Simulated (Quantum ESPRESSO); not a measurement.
# Band energies of BaO at +2 % biaxial strain

```
CELL_PARAMETERS angstrom
      3.81828     0.00000     0.00000
     -1.90914     3.30673     0.00000
      0.00000     0.00000     6.47893
ATOMIC_POSITIONS crystal
  O  0.00000 0.00000 0.50000
  O  0.00000 0.00000 0.00000
  Ba 0.33333 0.66667 0.25000
  Ba 0.66667 0.33333 0.75000
```

PBEsol (pw.x of Quantum ESPRESSO, ONCV potentials, no spin-orbit coupling); path ΓMKΓALHA,LM,KH; energies in eV from the valence-band maximum.

```csv
k (1/Å),point,band 12,band 13,band 14,band 15,band 16,band 17,band 18,band 19
0.00,Γ,-1.10,-1.10,-1.02,-1.02,0.00,3.07,3.71,4.31
0.36,,-1.29,-1.20,-0.95,-0.84,-0.17,2.96,4.19,4.94
0.71,,-1.48,-1.04,-0.81,-0.42,-0.11,2.56,4.83,5.14
0.95,M,-1.55,-1.08,-0.67,-0.31,-0.04,2.40,4.77,5.00
1.17,,-1.46,-1.04,-0.70,-0.43,-0.22,2.77,4.80,5.05
1.50,K,-1.08,-0.94,-0.84,-0.84,-0.63,3.99,3.99,5.97
1.94,,-1.41,-1.39,-0.79,-0.49,-0.38,3.10,4.52,5.73
2.27,,-1.37,-1.20,-0.92,-0.86,-0.18,3.06,4.06,4.75
2.60,Γ,-1.10,-1.10,-1.02,-1.02,0.00,3.07,3.71,4.31
3.08,A,-1.32,-1.10,-1.10,-1.10,-1.10,4.03,4.03,5.57
3.40,,-1.34,-1.03,-1.03,-0.87,-0.87,3.88,3.88,5.22
3.82,,-1.19,-0.99,-0.99,-0.93,-0.93,3.68,3.68,5.39
4.03,L,-1.13,-1.10,-1.10,-0.93,-0.93,3.73,3.73,5.36
4.14,,-1.34,-1.08,-1.08,-0.70,-0.70,3.78,3.78,5.38
4.58,H,-1.96,-0.88,-0.88,-0.08,-0.08,4.57,4.57,5.22
4.85,,-1.76,-0.93,-0.93,-0.27,-0.27,3.98,3.98,5.46
5.13,,-1.43,-0.97,-0.97,-0.64,-0.64,3.71,3.71,5.25
5.49,,-1.36,-1.07,-1.07,-0.98,-0.98,3.98,3.98,5.38
5.68,A,-1.32,-1.10,-1.10,-1.10,-1.10,4.03,4.03,5.57
5.68,L,-1.13,-1.10,-1.10,-0.93,-0.93,3.73,3.73,5.36
6.06,,-1.52,-1.09,-0.70,-0.34,-0.10,2.48,4.75,4.98
6.16,M,-1.55,-1.08,-0.67,-0.31,-0.04,2.40,4.77,5.00
6.16,K,-1.08,-0.94,-0.84,-0.84,-0.63,3.99,3.99,5.97
6.26,,-1.28,-0.94,-0.66,-0.66,-0.65,4.02,4.02,6.04
6.65,H,-1.96,-0.88,-0.88,-0.08,-0.08,4.57,4.57,5.22
```

The PBEsol gap is indirect, 2.40 eV, from Γ to M; the smallest direct gap is 2.44 eV.

Geometry strained from the cell relaxed with PBEsol, atoms relaxed again.

This is not the ordinary phase of the substance; no match was found in the copy of COD used, and its stability was not checked.
